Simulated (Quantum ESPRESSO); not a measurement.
Al3Ta3RuAg, one run as intended and one with a planted mistake

Computed values, not a measurement. The program is pw.x of Quantum ESPRESSO 7.5 (plane-wave density functional theory). The cell is made up: eight metal atoms on a face-centred cubic lattice, with elements, volume, strain and displacements drawn at random and not relaxed, so it may be unstable or far from any real phase. PseudoDojo standard norm-conserving files set the functional (PBE unless stated); there is no spin polarisation or spin-orbit coupling, the Fermi-Dirac width of 0.25 eV means electrons at about 2900 K, and the masses in the input are unused placeholders. Heavy elements are run without spin-orbit coupling, which real alloys of them have. A spin test at this wide smearing found no moment, but such smearing suppresses magnetism that the real alloy may have.

Intended input:

```
&control calculation='scf', pseudo_dir='./dojo.nc.sr.pbe.v0_5.standard.upf', outdir='./o', disk_io='minimal', tprnfor=.true., tstress=.true. /
&system ibrav=0, nat=8, ntyp=4, nbnd=55, ecutwfc=84.00895049, nosym=.true., tot_charge=0,
 occupations='smearing', smearing='fd', degauss=0.0183746611
/
&electrons conv_thr=1.470e-08, electron_maxstep=70, mixing_beta=0.5 /
ATOMIC_SPECIES
Ag 1.0 Ag.upf
Al 1.0 Al.upf
Ru 1.0 Ru.upf
Ta 1.0 Ta.upf
CELL_PARAMETERS angstrom
0.007 0.0175 -4.2441
4.1146 0.0433 -0.007
-0.0867 -8.5063 0.0349
ATOMIC_POSITIONS angstrom
Al -0.0398 0.0066 -0.0257
Ta -0.0259 -4.1981 -0.0315
Al 2.0049 -2.0778 0.0106
Ta 2.0257 -6.3668 -0.1623
Ta 0.0986 -2.1036 -2.0747
Ru 0.063 -6.4563 -2.0298
Ag 2.0093 0.0535 -1.9668
Al 2.1272 -4.1056 -2.1044
K_POINTS automatic
6 6 3 1 1 1
```

The log is shortened where brackets say so; the opening notice, blank lines, dates and the lines on written files are dropped, and the path of the files is cut. It prints rydbergs, bohrs and kilobars, and counts compression as positive stress. Its total energy is the free energy E - TS of the whole cell.

Log of the intended run:

```
     Program PWSCF v.7.5
     Parallel version (MPI & OpenMP), running on       4 processor cores
     Number of MPI processes:                 4
     Threads/MPI process:                     1
     [start-up lines left out]
     bravais-lattice index     =            0
     lattice parameter (alat)  =       8.0203  a.u.
     unit-cell volume          =    1002.2947 (a.u.)^3
     number of atoms/cell      =            8
     number of atomic types    =            4
     number of electrons       =        83.00
     number of Kohn-Sham states=           55
     kinetic-energy cutoff     =      84.0090  Ry
     charge density cutoff     =     336.0358  Ry
     scf convergence threshold =      1.5E-08
     mixing beta               =       0.5000
     number of iterations used =            8  plain     mixing
     Exchange-correlation= PBE
                           (   1   4   3   4   0   0   0)
     [axes and pseudopotential details left out]
   Cartesian axes
     site n.     atom                  positions (alat units)
         1        Al     tau(   1) = (  -0.0093776   0.0015551  -0.0060554  )
         2        Ta     tau(   2) = (  -0.0061025  -0.9891517  -0.0074220  )
         3        Al     tau(   3) = (   0.4723923  -0.4895689   0.0024976  )
         4        Ta     tau(   4) = (   0.4772932  -1.5001384  -0.0382409  )
         5        Ta     tau(   5) = (   0.0232320  -0.4956479  -0.4888385  )
         6        Ru     tau(   6) = (   0.0148440  -1.5212263  -0.4782592  )
         7        Ag     tau(   7) = (   0.4734290   0.0126056  -0.4634152  )
         8        Al     tau(   8) = (   0.5012085  -0.9673569  -0.4958364  )
     number of k points=    54  Fermi-Dirac smearing, width (Ry)=  0.0184
                       cart. coord. in units 2pi/alat
        k(    1) = (   0.0867028  -0.0843833  -0.0835391), wk =   0.0370370
        k(    2) = (   0.0832043   0.2482853  -0.0821731), wk =   0.0370370
     [further k points left out]
     Dense  grid:   104289 G-vectors     FFT dimensions: (  48,  45,  96)
     Estimated max dynamical RAM per process >     326.79 MB
     Estimated total dynamical RAM >       1.20 GB
     Initial potential from superposition of free atoms
     starting charge      82.9887, renormalised to      83.0000
     Starting wfcs are   62 randomized atomic wfcs
     total cpu time spent up to now is        5.1 secs
     per-process dynamical memory:   251.0 Mb
     Self-consistent Calculation
     iteration #  1     ecut=    84.01 Ry     beta= 0.50
     Davidson diagonalization with overlap
     ethr =  1.00E-02,  avg # of iterations =  3.0
     total cpu time spent up to now is       15.9 secs
     total energy              =    -915.74369416 Ry
     estimated scf accuracy    <       1.71575598 Ry
     iteration #  2     ecut=    84.01 Ry     beta= 0.50
     Davidson diagonalization with overlap
     ethr =  2.07E-03,  avg # of iterations =  3.5
     total cpu time spent up to now is       28.5 secs
     total energy              =    -914.50980755 Ry
     estimated scf accuracy    <      30.97451441 Ry
     [iterations 3 to 14 left out]
     iteration # 15     ecut=    84.01 Ry     beta= 0.50
     Davidson diagonalization with overlap
     ethr =  3.12E-11,  avg # of iterations =  2.1
     total cpu time spent up to now is      160.2 secs
     total energy              =    -916.72157747 Ry
     estimated scf accuracy    <       0.00000004 Ry
     iteration # 16     ecut=    84.01 Ry     beta= 0.50
     Davidson diagonalization with overlap
     ethr =  3.12E-11,  avg # of iterations =  1.0
     total cpu time spent up to now is      168.8 secs
     End of self-consistent calculation
     [lines on levels left out]
!    total energy              =    -916.72157747 Ry
     estimated scf accuracy    <          4.3E-10 Ry
     smearing contrib. (-TS)   =      -0.09133884 Ry
     internal energy E=F+TS    =    -916.63023864 Ry
     The total energy is F=E-TS. E is the sum of the following terms:
     one-electron contribution =    -430.47033849 Ry
     hartree contribution      =     245.76649534 Ry
     xc contribution           =    -175.10590986 Ry
     ewald contribution        =    -556.82048561 Ry
     convergence has been achieved in  16 iterations
     Forces acting on atoms (cartesian axes, Ry/au):
     atom    1 type  2   force =     0.00936760    0.01602719    0.01373063
     atom    2 type  4   force =     0.02488281   -0.01685799    0.00876828
     atom    3 type  2   force =     0.02152236   -0.00131380    0.00844691
     atom    4 type  4   force =    -0.00861893    0.04556261    0.02647950
     atom    5 type  4   force =    -0.04567125   -0.00678859   -0.01283322
     atom    6 type  3   force =    -0.02024723    0.02722695    0.00487366
     atom    7 type  1   force =     0.02899614   -0.02703508   -0.03618132
     atom    8 type  2   force =    -0.01023150   -0.03682129   -0.01328443
     Total force =     0.113536     Total SCF correction =     0.000039
     Computing stress (Cartesian axis) and pressure
          total   stress  (Ry/bohr**3)                   (kbar)     P=     -129.39
  -0.00083482  -0.00013081   0.00003073         -122.81      -19.24        4.52
  -0.00013081  -0.00062296   0.00007291          -19.24      -91.64       10.72
   0.00003073   0.00007291  -0.00118104            4.52       10.72     -173.74
     init_run     :      4.71s CPU      4.95s WALL (       1 calls)
     electrons    :    159.93s CPU    163.73s WALL (       1 calls)
     forces       :      2.03s CPU      2.05s WALL (       1 calls)
     stress       :      7.11s CPU      7.32s WALL (       1 calls)
     [timing details left out]
     PWSCF        :   2m53.94s CPU   2m58.23s WALL
     JOB DONE.
```

A second run has one planted mistake: the files are those of another functional. The input lines that differ:

```
- &control calculation='scf', pseudo_dir='./dojo.nc.sr.pbe.v0_5.standard.upf', outdir='./o', disk_io='minimal', tprnfor=.true., tstress=.true. /
+ &control calculation='scf', pseudo_dir='./dojo.nc.sr.lda.v0_4_1.standard.upf', outdir='./o', disk_io='minimal', tprnfor=.true., tstress=.true. /
```

Its log:

```
     Program PWSCF v.7.5
     Parallel version (MPI & OpenMP), running on       4 processor cores
     Number of MPI processes:                 4
     Threads/MPI process:                     1
     [start-up lines left out]
     bravais-lattice index     =            0
     lattice parameter (alat)  =       8.0203  a.u.
     unit-cell volume          =    1002.2947 (a.u.)^3
     number of atoms/cell      =            8
     number of atomic types    =            4
     number of electrons       =        83.00
     number of Kohn-Sham states=           55
     kinetic-energy cutoff     =      84.0090  Ry
     charge density cutoff     =     336.0358  Ry
     scf convergence threshold =      1.5E-08
     mixing beta               =       0.5000
     number of iterations used =            8  plain     mixing
     Exchange-correlation= SLA  PW   NOGX NOGC
                           (   1   4   0   0   0   0   0)
     [axes and pseudopotential details left out]
   Cartesian axes
     site n.     atom                  positions (alat units)
         1        Al     tau(   1) = (  -0.0093776   0.0015551  -0.0060554  )
         2        Ta     tau(   2) = (  -0.0061025  -0.9891517  -0.0074220  )
         3        Al     tau(   3) = (   0.4723923  -0.4895689   0.0024976  )
         4        Ta     tau(   4) = (   0.4772932  -1.5001384  -0.0382409  )
         5        Ta     tau(   5) = (   0.0232320  -0.4956479  -0.4888385  )
         6        Ru     tau(   6) = (   0.0148440  -1.5212263  -0.4782592  )
         7        Ag     tau(   7) = (   0.4734290   0.0126056  -0.4634152  )
         8        Al     tau(   8) = (   0.5012085  -0.9673569  -0.4958364  )
     number of k points=    54  Fermi-Dirac smearing, width (Ry)=  0.0184
                       cart. coord. in units 2pi/alat
        k(    1) = (   0.0867028  -0.0843833  -0.0835391), wk =   0.0370370
        k(    2) = (   0.0832043   0.2482853  -0.0821731), wk =   0.0370370
     [further k points left out]
     Dense  grid:   104289 G-vectors     FFT dimensions: (  48,  45,  96)
     Estimated max dynamical RAM per process >     326.79 MB
     Estimated total dynamical RAM >       1.20 GB
     Initial potential from superposition of free atoms
     starting charge      82.9903, renormalised to      83.0000
     Starting wfcs are   62 randomized atomic wfcs
     total cpu time spent up to now is        5.0 secs
     per-process dynamical memory:   258.1 Mb
     Self-consistent Calculation
     iteration #  1     ecut=    84.01 Ry     beta= 0.50
     Davidson diagonalization with overlap
     ethr =  1.00E-02,  avg # of iterations =  3.0
     total cpu time spent up to now is       15.9 secs
     total energy              =    -916.35660834 Ry
     estimated scf accuracy    <       1.69280824 Ry
     iteration #  2     ecut=    84.01 Ry     beta= 0.50
     Davidson diagonalization with overlap
     ethr =  2.04E-03,  avg # of iterations =  3.6
     total cpu time spent up to now is       28.5 secs
     total energy              =    -915.11619317 Ry
     estimated scf accuracy    <      31.05779862 Ry
     [iterations 3 to 12 left out]
     iteration # 13     ecut=    84.01 Ry     beta= 0.50
     Davidson diagonalization with overlap
     ethr =  1.59E-09,  avg # of iterations =  1.8
     total cpu time spent up to now is      138.1 secs
     total energy              =    -917.32100290 Ry
     estimated scf accuracy    <       0.00000022 Ry
     iteration # 14     ecut=    84.01 Ry     beta= 0.50
     Davidson diagonalization with overlap
     ethr =  2.70E-10,  avg # of iterations =  1.9
     total cpu time spent up to now is      146.7 secs
     End of self-consistent calculation
     [lines on levels left out]
!    total energy              =    -917.32100291 Ry
     estimated scf accuracy    <       0.00000001 Ry
     smearing contrib. (-TS)   =      -0.09280877 Ry
     internal energy E=F+TS    =    -917.22819414 Ry
     The total energy is F=E-TS. E is the sum of the following terms:
     one-electron contribution =    -432.04329635 Ry
     hartree contribution      =     245.76015408 Ry
     xc contribution           =    -174.12456625 Ry
     ewald contribution        =    -556.82048561 Ry
     convergence has been achieved in  14 iterations
     Forces acting on atoms (cartesian axes, Ry/au):
     atom    1 type  2   force =     0.00869196    0.01970297    0.01003182
     atom    2 type  4   force =     0.02397580   -0.01785764    0.00467205
     atom    3 type  2   force =     0.01876023   -0.00258113    0.00690780
     atom    4 type  4   force =    -0.01129945    0.04388355    0.01346767
     atom    5 type  4   force =    -0.04107186   -0.01026758   -0.00967731
     atom    6 type  3   force =    -0.01443587    0.02377913    0.01470135
     atom    7 type  1   force =     0.02444227   -0.02041816   -0.02879052
     atom    8 type  2   force =    -0.00906309   -0.03624114   -0.01131286
     Total force =     0.101803     Total SCF correction =     0.000677
     Computing stress (Cartesian axis) and pressure
          total   stress  (Ry/bohr**3)                   (kbar)     P=     -205.44
  -0.00135162  -0.00012141   0.00002314         -198.83      -17.86        3.40
  -0.00012141  -0.00115417   0.00005734          -17.86     -169.78        8.44
   0.00002314   0.00005734  -0.00168388            3.40        8.44     -247.71
     init_run     :      4.75s CPU      4.93s WALL (       1 calls)
     electrons    :    140.79s CPU    141.72s WALL (       1 calls)
     forces       :      1.90s CPU      1.92s WALL (       1 calls)
     stress       :      6.59s CPU      6.78s WALL (       1 calls)
     [timing details left out]
     PWSCF        :   2m34.11s CPU   2m35.48s WALL
     JOB DONE.
```

```
                                            intended run  run with the mistake
                          free energy (eV)    -12472.632            -12480.788
         entropy term -TS, part of it (eV)        -1.243                -1.263
                            pressure (GPa)        -12.94                -20.54
size of the largest force component (eV/Å)         1.174                 1.128
largest change of a force component (eV/Å)                               0.335
                                iterations            16                    14
```

For scale, a rerun of the intended cell at a higher cutoff and on a denser mesh moved values by no more than 0.003 eV in energy, 0.02 GPa in stress and 0.006 eV/Å in force, and a second program with other atomic files agreed on that cell to 2 % rms in force and 0.5 GPa in pressure. Files of another functional or element have another zero of energy, so the energy change says nothing on stability.